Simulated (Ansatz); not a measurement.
MgTe:
```cif
data_MgTe
_chemical_formula_sum 'Mg1 Te1'
_space_group_name_H-M_alt 'P 1'
_space_group_IT_number 1
_cell_length_a 4.17597
_cell_length_b 4.17597
_cell_length_c 4.17597
_cell_angle_alpha 60.000
_cell_angle_beta 60.000
_cell_angle_gamma 60.000
loop_
_space_group_symop_operation_xyz
  'x, y, z'
loop_
_atom_site_label
_atom_site_type_symbol
_atom_site_fract_x
_atom_site_fract_y
_atom_site_fract_z
_atom_site_occupancy
Mg1 Mg 0.00000 0.00000 0.00000 1
Te1 Te 0.50000 0.50000 0.50000 1
```

Relaxed with PBEsol.

**Question.** Tabulate the valence density and the electron localisation function along the shortest Mg–Te contact (2.95 Å), DFT-PBEsol in the program Ansatz with PAW potentials.

**Answer.** 

```
distance from Mg (Å)  density (e/Å³)   ELF
--------------------  --------------  ----
0.30                           16.49  0.34
0.44                            6.95  0.43
0.59                            1.88  0.39
0.74                            0.40  0.16
0.89                            0.17  0.05
1.03                            0.14  0.08
1.18                            0.15  0.35
1.33                            0.18  0.67
1.48                            0.23  0.78
1.62                            0.31  0.78
1.77                            0.42  0.70
1.92                            0.59  0.60
2.07                            0.85  0.52
2.21                            1.74  0.40
2.36                            4.14  0.22
2.51                            8.08  0.06
2.66                           12.57  0.01
```

The density is the valence pseudo-density with augmentation charge, so density and ELF within about 1 Å of a nucleus are not all-electron values.

Space group Fm-3m (rock salt). The first step of the workflow began from a Materials Project structure, measured or hypothetical; the Crystallography Open Database copy checked does not list it. COD files the formula under space group No. 186, so this cell is another polymorph or a model. Whether it is the stable phase at ambient conditions was not checked. Symmetry was held in the PBEsol relaxation; its stability against distortions is not shown here. Scalar-relativistic: spin–orbit coupling is off unless named, which matters more the heavier the elements.

Potentials: the later of the program's two PAW sets.
